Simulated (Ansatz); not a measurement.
Here is the system:

CaS:
```cif
data_Ca4S4
_chemical_formula_sum 'Ca4 S4'
_space_group_name_H-M_alt 'Fm-3m'
_space_group_IT_number 225
_space_group_name_Hall '-F 4 2 3'
_cell_length_a 5.71202
_cell_length_b 5.71202
_cell_length_c 5.71202
_cell_angle_alpha 90.000
_cell_angle_beta 90.000
_cell_angle_gamma 90.000
loop_
_atom_site_label
_atom_site_type_symbol
_atom_site_symmetry_multiplicity
_atom_site_Wyckoff_symbol
_atom_site_fract_x
_atom_site_fract_y
_atom_site_fract_z
_atom_site_occupancy
Ca1 Ca 4 a 0.00000 0.00000 0.00000 1
S1 S 4 b 0.50000 0.50000 0.50000 1
```
(The calculation used a cell of 2 atoms; values per cell refer to that cell.)

This is the PBE-relaxed structure.

**Question.** All from PBE (plane waves, PAW; program Ansatz), unless another level is named. Predict the hole effective mass, band 3 of 3 at the edge.

**Answer.** 0.23 along [100], 0.26 along [110], 0.27 along [111] (mₑ).

**Question.** And the weight of the valence-edge state by species (Voronoi cells)?

**Answer.** S 93 %, Ca 7 %.

**Question.** Predict the valence-band maximum.

**Answer.** at Γ.

The cell was relaxed with PBE under the symmetry of its start.

Potentials: the later of the program's two PAW sets.

Edges and masses are those of Kohn–Sham bands, whose gap is no quasiparticle gap.
